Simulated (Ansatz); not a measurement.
A geometry of Be away from equilibrium: step 2 of the relaxation of a relaxed Be cell, doubled along one cell vector, shaken by Gaussian noise of σ = 0.08 Å a coordinate. Level of theory: PBE (plane waves to 420 eV, PAW, scalar-relativistic; Ansatz, a first-principles code). Γ-centred k-mesh 6×11×15 on the run's cell (coarser than for final values), Fermi–Dirac smearing 0.05 eV.

```xyz
6
Lattice="7.1200 0.0717 0.0407 -1.7490 3.0456 -0.0003 0.0125 0.0070 2.1954" Properties=species:S:1:pos:R:3 pbc="T T T"
Be     0.0355     0.0641     0.0621
Be     3.4931     0.0619    -0.0713
Be     0.0365     2.0982     1.1428
Be     3.5732     2.1300     0.8765
Be     1.8510     1.0530     1.1017
Be     5.3789     1.1527     1.3530
```

Task: Predict the force on each atom, in eV/Å.

Result: 
```json
[
 {"atom": "Be1", "Fx": "0.15", "Fy": "0.12", "Fz": "-0.05"},
 {"atom": "Be2", "Fx": "0.26", "Fy": "-0.14", "Fz": "0.25"},
 {"atom": "Be3", "Fx": "0.07", "Fy": "-0.38", "Fz": "-0.18"},
 {"atom": "Be4", "Fx": "0.25", "Fy": "0.21", "Fz": "-0.66"},
 {"atom": "Be5", "Fx": "-0.42", "Fy": "0.45", "Fz": "0.08"},
 {"atom": "Be6", "Fx": "-0.31", "Fy": "-0.27", "Fz": "0.57"}
]
```

Task: What is the pressure?

Result: +0.9 GPa, compression positive.

No spin polarisation in the result.

Of the parent cell (P6/mmm (No. 191)): it is a generated cell of Be: the first start was made by placing the elements on the sites of a structure type, and the end was not matched to a known phase here, so it may be hypothetical. Known forms of Be include space group No. 194.
